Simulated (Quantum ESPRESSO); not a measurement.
Si3F4O4, input and log of a self-consistent run

A calculation, not a measurement. The program is pw.x of Quantum ESPRESSO 7.5 (plane-wave density functional theory). The cell is made up: 11 atoms on a rutile lattice with one site empty, with randomly drawn elements, strain and displacements, not relaxed. PseudoDojo standard norm-conserving files (v0.5 for PBE, v0.4.1 for LDA and PBEsol) set the functional; there is no spin polarisation, spin-orbit coupling or dispersion term, and the masses in the input are unused placeholders.

Input:

```
&control calculation='scf', pseudo_dir='./dojo.nc.sr.pbe.v0_5.standard.upf', outdir='./o', disk_io='low', tprnfor=.true., tstress=.true. /
&system ibrav=0, nat=11, ntyp=3, nbnd=38, ecutwfc=105.61755193, nosym=.true., tot_charge=0,
 occupations='smearing', smearing='fd', degauss=0.0018374661
/
&electrons conv_thr=7.350e-09, electron_maxstep=60, /
ATOMIC_SPECIES
F 1.0 F.upf
O 1.0 O.upf
Si 1.0 Si.upf
CELL_PARAMETERS angstrom
4.3202 0.0 0.0
0.0 4.3202 0.0
0.0 0.0 5.5012
ATOMIC_POSITIONS angstrom
Si -0.0044 -0.002 0.0417
Si 2.1526 2.1457 1.3688
Si 2.1568 2.1818 4.1309
F 1.3459 1.3489 -0.0044
O 2.9988 2.9841 -0.0462
F 3.498 0.8325 1.382
O 0.8162 3.4406 1.3781
O 1.3088 1.301 2.7271
F 2.9711 3.0033 2.7629
F 3.4777 0.8267 4.1512
O 0.882 3.4604 4.1033
K_POINTS automatic
7 7 6 1 1 1
```

The log is shortened where brackets say so; the opening notice, blank lines, dates and the lines on written files are dropped, and the path of the files is cut. It prints rydbergs, bohrs and kilobars, and counts compression as positive stress. With no partly filled state, the Fermi energy that it prints is only some level between the filled and the empty states on the mesh, and need not lie in the true gap.

```
     Program PWSCF v.7.5
     Parallel version (MPI & OpenMP), running on       4 processor cores
     Number of MPI processes:                 4
     Threads/MPI process:                     1
     [start-up lines left out]
     bravais-lattice index     =            0
     lattice parameter (alat)  =       8.1640  a.u.
     unit-cell volume          =     692.8859 (a.u.)^3
     number of atoms/cell      =           11
     number of atomic types    =            3
     number of electrons       =        64.00
     number of Kohn-Sham states=           38
     kinetic-energy cutoff     =     105.6176  Ry
     charge density cutoff     =     422.4702  Ry
     scf convergence threshold =      7.3E-09
     mixing beta               =       0.7000
     number of iterations used =            8  plain     mixing
     Exchange-correlation= PBE
                           (   1   4   3   4   0   0   0)
     [axes and pseudopotential details left out]
   Cartesian axes
     site n.     atom                  positions (alat units)
         1        Si     tau(   1) = (  -0.0010185  -0.0004629   0.0096523  )
         2        Si     tau(   2) = (   0.4982640   0.4966668   0.3168372  )
         3        Si     tau(   3) = (   0.4992361   0.5050229   0.9561826  )
         4        F      tau(   4) = (   0.3115365   0.3122309  -0.0010185  )
         5        O      tau(   5) = (   0.6941345   0.6907319  -0.0106939  )
         6        F      tau(   6) = (   0.8096847   0.1926994   0.3198926  )
         7        O      tau(   7) = (   0.1889264   0.7963983   0.3189899  )
         8        O      tau(   8) = (   0.3029489   0.3011435   0.6312439  )
         9        F      tau(   9) = (   0.6877228   0.6951761   0.6395306  )
        10        F      tau(  10) = (   0.8049859   0.1913569   0.9608814  )
        11        O      tau(  11) = (   0.2041572   0.8009814   0.9497940  )
     number of k points=   147  Fermi-Dirac smearing, width (Ry)=  0.0018
     Number of k-points >= 100: set verbosity='high' to print them.
     Dense  grid:   101549 G-vectors     FFT dimensions: (  54,  54,  72)
     Estimated max dynamical RAM per process >     408.04 MB
     Estimated total dynamical RAM >       1.52 GB
     Initial potential from superposition of free atoms
     starting charge      63.9981, renormalised to      64.0000
     Starting wfcs are   44 randomized atomic wfcs
     total cpu time spent up to now is        9.8 secs
     per-process dynamical memory:   366.2 Mb
     Self-consistent Calculation
     iteration #  1     ecut=   105.62 Ry     beta= 0.70
     Davidson diagonalization with overlap
     ethr =  1.00E-02,  avg # of iterations =  2.1
     total cpu time spent up to now is       34.1 secs
     total energy              =    -354.23462533 Ry
     estimated scf accuracy    <       2.41520988 Ry
     iteration #  2     ecut=   105.62 Ry     beta= 0.70
     Davidson diagonalization with overlap
     ethr =  3.77E-03,  avg # of iterations =  3.0
     total cpu time spent up to now is       61.4 secs
     total energy              =    -354.07474028 Ry
     estimated scf accuracy    <       5.17796070 Ry
     iteration #  3     ecut=   105.62 Ry     beta= 0.70
     Davidson diagonalization with overlap
     ethr =  3.77E-03,  avg # of iterations =  2.0
     total cpu time spent up to now is       83.5 secs
     total energy              =    -355.31226956 Ry
     estimated scf accuracy    <       0.36501699 Ry
     iteration #  4     ecut=   105.62 Ry     beta= 0.70
     Davidson diagonalization with overlap
     ethr =  5.70E-04,  avg # of iterations =  2.0
     total cpu time spent up to now is      104.1 secs
     total energy              =    -355.32323611 Ry
     estimated scf accuracy    <       0.07672910 Ry
     iteration #  5     ecut=   105.62 Ry     beta= 0.70
     Davidson diagonalization with overlap
     ethr =  1.20E-04,  avg # of iterations =  4.4
     total cpu time spent up to now is      128.8 secs
     total energy              =    -355.33510673 Ry
     estimated scf accuracy    <       0.00404888 Ry
     [iterations 6 to 7 left out]
     iteration #  8     ecut=   105.62 Ry     beta= 0.70
     Davidson diagonalization with overlap
     ethr =  1.73E-07,  avg # of iterations =  2.0
     total cpu time spent up to now is      203.4 secs
     total energy              =    -355.33639991 Ry
     estimated scf accuracy    <       0.00002460 Ry
     iteration #  9     ecut=   105.62 Ry     beta= 0.70
     Davidson diagonalization with overlap
     ethr =  3.84E-08,  avg # of iterations =  2.0
     total cpu time spent up to now is      224.0 secs
     total energy              =    -355.33640453 Ry
     estimated scf accuracy    <       0.00000218 Ry
     iteration # 10     ecut=   105.62 Ry     beta= 0.70
     Davidson diagonalization with overlap
     ethr =  3.40E-09,  avg # of iterations =  2.0
     total cpu time spent up to now is      245.1 secs
     total energy              =    -355.33640495 Ry
     estimated scf accuracy    <       0.00000033 Ry
     iteration # 11     ecut=   105.62 Ry     beta= 0.70
     Davidson diagonalization with overlap
     ethr =  5.20E-10,  avg # of iterations =  2.0
     total cpu time spent up to now is      265.6 secs
     total energy              =    -355.33640499 Ry
     estimated scf accuracy    <       0.00000006 Ry
     iteration # 12     ecut=   105.62 Ry     beta= 0.70
     Davidson diagonalization with overlap
     ethr =  9.08E-11,  avg # of iterations =  2.0
     total cpu time spent up to now is      286.8 secs
     End of self-consistent calculation
     Number of k-points >= 100: set verbosity='high' to print the bands.
     the Fermi energy is     8.8995 ev
!    total energy              =    -355.33640499 Ry
     estimated scf accuracy    <          6.7E-09 Ry
     smearing contrib. (-TS)   =      -0.00000000 Ry
     internal energy E=F+TS    =    -355.33640499 Ry
     The total energy is F=E-TS. E is the sum of the following terms:
     one-electron contribution =     -94.75639597 Ry
     hartree contribution      =      90.86399446 Ry
     xc contribution           =     -87.50719595 Ry
     ewald contribution        =    -263.93680753 Ry
     convergence has been achieved in  12 iterations
     Forces acting on atoms (cartesian axes, Ry/au):
     atom    1 type  3   force =     0.09961114   -0.28894826   -0.03297257
     atom    2 type  3   force =    -0.12157487    0.14852092    0.18493371
     atom    3 type  3   force =    -0.12491428    0.13472833   -0.19909603
     atom    4 type  1   force =    -0.01161314   -0.05002330    0.00336423
     atom    5 type  2   force =    -0.00214432   -0.05141706    0.04558030
     atom    6 type  1   force =    -0.02747883    0.03395527   -0.07405593
     atom    7 type  2   force =     0.03236626   -0.00805891   -0.10996838
     atom    8 type  2   force =     0.14315258    0.08061514    0.00049236
     atom    9 type  1   force =     0.02628773   -0.02234564   -0.01434666
     atom   10 type  1   force =    -0.01821439    0.03153232    0.07473066
     atom   11 type  2   force =     0.00452211   -0.00855881    0.12133829
     Total force =     0.563047     Total SCF correction =     0.000181
     Computing stress (Cartesian axis) and pressure
          total   stress  (Ry/bohr**3)                   (kbar)     P=      -92.00
  -0.00036165   0.00095253   0.00003127          -53.20      140.12        4.60
   0.00095253  -0.00049313   0.00000754          140.12      -72.54        1.11
   0.00003127   0.00000754  -0.00102142            4.60        1.11     -150.26
     init_run     :      9.09s CPU      9.47s WALL (       1 calls)
     electrons    :    276.01s CPU    277.12s WALL (       1 calls)
     forces       :      4.18s CPU      4.21s WALL (       1 calls)
     stress       :     15.45s CPU     15.45s WALL (       1 calls)
     [timing details left out]
     PWSCF        :   5m 5.13s CPU   5m 6.78s WALL
     JOB DONE.
```

In other units: free energy -4834.598 eV for the cell, pressure -9.20 GPa, largest force component 7.429 eV/Å. This run is the check on a run of the same cell at a cutoff of 1143 eV and k mesh 5 x 5 x 4: rerunning at a cutoff of 1437 eV and k mesh 7 x 7 x 6 moved values by no more than 0.003 eV in energy, 0.03 GPa in stress and 0.003 eV/Å in force.